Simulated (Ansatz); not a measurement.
A surface is cut from this relaxed crystal of HfN:

```cif
data_structure
_symmetry_space_group_name_H-M 'Fm-3m'
_symmetry_Int_Tables_number 225
_cell_length_a 4.5254
_cell_length_b 4.5254
_cell_length_c 4.5254
_cell_angle_alpha 90.000
_cell_angle_beta 90.000
_cell_angle_gamma 90.000
_cell_volume 92.68
loop_
_atom_site_label
_atom_site_type_symbol
_atom_site_symmetry_multiplicity
_atom_site_Wyckoff_symbol
_atom_site_fract_x
_atom_site_fract_y
_atom_site_fract_z
_atom_site_occupancy
Hf1 Hf 4 a 0.00000 0.00000 0.00000 1
N1 N 4 b 0.50000 0.00000 0.00000 1
```

Miller indices refer to the conventional cell of Fm-3m (No. 225), a = 4.525 Å, b = 4.525 Å, c = 4.525 Å, α = 90.00°, β = 90.00°, γ = 90.00°.

The (110) slab of 7 planes, 9.6 Å thick with 15 Å of vacuum as cut; outer planes HfN (top) and HfN (bottom).

Computed with DFT r2SCAN, scalar-relativistic, plane waves, PAW in Ansatz. Plane waves to 500 eV, a k mesh through Γ of 11×8×1 on the computed 14-atom cell and Gaussian smearing (0.10 eV); no spin polarisation. The cell repeats along c with a dipole correction in the vacuum.

With the atoms at the bulk's places:

```
Surface energy (mean of both faces) : 3.02 J/m²
Work function                       : 3.67 eV
```

Q: What changes when all atoms relax within this surface cell and its symmetry?

A: The energy falls by 0.196 J/m² a face, and the largest move is 0.12 Å.

| Item | Value |
| --- | --- |
| Surface energy (mean of both faces) | 2.83 J/m² |
| Work function | 3.78 eV |

```
plane (bottom to top) atoms spacing to next, bulk (Å) relaxed (Å) change (%) rumpling (Å)
                    1    HfN                      1.600        1.469        -8.2         0.090
                    2    HfN                      1.600        1.654        +3.4         0.053
                    3    HfN                      1.600        1.606        +0.4         0.040
                    4    HfN                      1.600        1.606        +0.4         0.000
                    5    HfN                      1.600        1.654        +3.4         0.040
                    6    HfN                      1.600        1.469        -8.2         0.053
                    7    HfN                                                             0.090
```

Spin-orbit coupling is left out, which matters for the bands of heavy elements. Spin polarisation was left out, and a magnetic state may lie lower.